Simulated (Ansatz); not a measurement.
## GaAs (zinc blende), frozen-phonon scan

Relaxed GaAs (zinc blende):

```
GaAs
1.0
    0.00000     5.74607     5.74607
    2.87304     0.00000     2.87304
    2.87304     2.87304     0.00000
As Ga
2 2
Direct
  0.37500   0.75000   0.75000
  0.87500   0.75000   0.75000
  0.00000   0.00000   0.00000
  0.50000   0.00000   0.00000
```

The atoms are displaced by Q × the pattern below (from a DFPT mode at L = (0.5, 0.0, 0.0), largest move 1; Q in Å), at fixed cell. (q is in reciprocal vectors of the primitive cell; the cell shown is doubled to hold the pattern.)

```csv
atom,x,y,z
As1,-0.507,0.507,0.507
As2,0.507,-0.507,-0.507
Ga3,0.577,-0.577,-0.577
Ga4,-0.577,0.577,0.577
```

Calculation: PBE (plane waves to 420 eV, PAW, scalar-relativistic; Ansatz, a first-principles code). k mesh 5×10×10 (Γ-centred), Fermi-Dirac smearing 0.05 eV. E stands for the smeared free energy. Compression counts positive. As the smearing reaches across the gap at some points, energies and forces of such displacements shift with the k mesh and the smearing. GaAs was relaxed with its symmetry unable to fall. The PAW data are Ansatz's earlier set. ΔE is measured from the undisplaced structure.

```json
[
 {"Q (Å)": "-0.280", "ΔE (meV/cell)": "2332", "−dE/dQ from forces (eV/Å)": "21.143", "P (GPa)": "9.7"},
 {"Q (Å)": "-0.233", "ΔE (meV/cell)": "1491", "−dE/dQ from forces (eV/Å)": "15.200", "P (GPa)": "6.4"},
 {"Q (Å)": "-0.187", "ΔE (meV/cell)": "891", "−dE/dQ from forces (eV/Å)": "10.716", "P (GPa)": "3.9"},
 {"Q (Å)": "-0.140", "ΔE (meV/cell)": "475", "−dE/dQ from forces (eV/Å)": "7.256", "P (GPa)": "2.1"},
 {"Q (Å)": "-0.093", "ΔE (meV/cell)": "203", "−dE/dQ from forces (eV/Å)": "4.488", "P (GPa)": "0.9"},
 {"Q (Å)": "-0.047", "ΔE (meV/cell)": "50", "−dE/dQ from forces (eV/Å)": "2.144", "P (GPa)": "0.2"},
 {"Q (Å)": "0.000", "ΔE (meV/cell)": "0", "−dE/dQ from forces (eV/Å)": "0.000", "P (GPa)": "0.0"},
 {"Q (Å)": "0.047", "ΔE (meV/cell)": "50", "−dE/dQ from forces (eV/Å)": "-2.144", "P (GPa)": "0.2"},
 {"Q (Å)": "0.093", "ΔE (meV/cell)": "203", "−dE/dQ from forces (eV/Å)": "-4.488", "P (GPa)": "0.9"},
 {"Q (Å)": "0.140", "ΔE (meV/cell)": "475", "−dE/dQ from forces (eV/Å)": "-7.256", "P (GPa)": "2.1"},
 {"Q (Å)": "0.187", "ΔE (meV/cell)": "891", "−dE/dQ from forces (eV/Å)": "-10.716", "P (GPa)": "3.9"},
 {"Q (Å)": "0.233", "ΔE (meV/cell)": "1491", "−dE/dQ from forces (eV/Å)": "-15.200", "P (GPa)": "6.4"},
 {"Q (Å)": "0.280", "ΔE (meV/cell)": "2332", "−dE/dQ from forces (eV/Å)": "-21.143", "P (GPa)": "9.7"}
]
```

Key numbers:

* **Energy at Q = 0.280 Å**: 2332 meV/cell
* **Space group of the distorted cell**: R3m (No. 160), lowered from F-43m
* **Symmetry of the curve**: even: the same for both signs
* **Shape of the curve**: a single well with its minimum at or next to zero displacement
* **Harmonic wavenumber from the curvature (finite differences)**: 220 cm⁻¹
* **Wavenumber by perturbation theory (DFPT, on another k mesh)**: 220 cm⁻¹

(A displaced cell: forces are minus the slopes of the energy, force constants its curvatures, and phonons follow from these.)
